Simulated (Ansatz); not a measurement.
SiGe:
```xyz
2
Lattice="3.5564 0.0000 0.0000 -1.7782 3.0799 0.0000 0.0000 0.0000 3.2298" Properties=species:S:1:pos:R:3 pbc="T T T"
Ge     0.0000     0.0000     0.0000
Si     1.7782     1.0266     1.6149
```

Relaxed with PBEsol. Special points in fractions of this cell's reciprocal vectors: Γ (0.000, 0.000, 0.000); M (0.500, 0.000, 0.000); K (0.333, 0.333, 0.000); A (0.000, 0.000, 0.500); L (0.500, 0.000, 0.500); H (0.333, 0.333, 0.500).

Question: List the band energies nearest the Fermi level at these points for DFT-PBEsol in the program Ansatz with PAW potentials.

Answer: In eV from the Fermi level; about four levels below and three above (degenerate sets whole), none deeper than 8.9 eV; points with the same levels are listed once.

```csv
k,below,above
Γ,-0.47,0.01 0.01 0.50
M,-8.50 -2.27,0.38 2.12 4.36
K,-8.72 -5.46,3.33 3.41 5.43
A,–,3.09 3.09 3.19 3.19
L,-7.47 -6.58 -4.97 -4.67,1.08 1.35 3.76
H,-4.99 -4.90 -2.02 -1.76,8.91 9.75 10.52
```

Space group P-6m2. A made-up cell: these elements were put on the sites of a structure type; neither database checked (COD, Materials Project) lists it. Whether it is the stable phase at ambient conditions was not checked. Symmetry was held in the PBEsol relaxation; its stability against distortions is not shown here. Scalar-relativistic: spin–orbit coupling is off unless named, which matters more the heavier the elements.

Potentials: the earlier of the program's two PAW sets. The files were generated under PBE; for other functionals the program regenerates the frozen cores, and for LDA and PBEsol the local potential too.
